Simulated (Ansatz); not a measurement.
ScF₃:
```
ScF3
1.0
    4.03341     0.00000     0.00000
    0.00000     4.03341     0.00000
    0.00000     0.00000     4.03341
Sc F
1 3
Direct
  0.00000   0.00000   0.00000
  0.00000   0.00000   0.50000
  0.50000   0.00000   0.00000
  0.00000   0.50000   0.00000
```

Relaxed with r²SCAN.

Problem. Map the valence electron density (e/Å³), cut off at 5 on the plane through (0.000, 0.000, 0.000) spanned by u = [1, 0, 0] and v = [0, 1, 0] in lattice vectors, from r²SCAN (plane waves, PAW; program Ansatz).

Solution. x is the fraction of u, y of v (the angle between them is 90°; rows are the nearest grid lines); atoms in the plane: Sc at (0.00, 0.00), F at (0.50, 0.00), F at (0.00, 0.50).
```
|999621149999941126999|
|999510139999931015999|
|996310024999420013699|
|653100012333210001356|
|211000000111000000112|
|100000000000000000001|
|110000000000000000011|
|432100000000000001234|
|994200000000000002499|
|999310000000000013999|
|999310000000000013999|
|999310000000000013999|
|994200000000000002499|
|432100000000000001234|
|110000000000000000011|
|100000000000000000001|
|211000000111000000112|
|653100012333210001356|
|996310024999420013699|
|999510139999931015999|
|999621149999941126999|
```
Scale: ten equal steps from 0.007 (start of '0') to 5.00 (end of '9'), in the order '0123456789'; x runs from 0.000 to 1.00, y from 0.000 (bottom) to 1.00 (top).

The density is the valence pseudo-density with augmentation charge, so density and ELF within about 1 Å of a nucleus are not all-electron values.

Space group Pm-3m (ReO3 type). The first step of the workflow began from a Materials Project structure, measured or hypothetical; the Crystallography Open Database files this formula in space group No. 221, but the cells were not matched. Its standing as an ambient phase is unchecked. The cell was relaxed with r²SCAN under the symmetry of its start; phonons on a q-mesh show weakly imaginary modes. The run is not spin-polarised.

Potentials: the earlier of the program's two PAW sets.
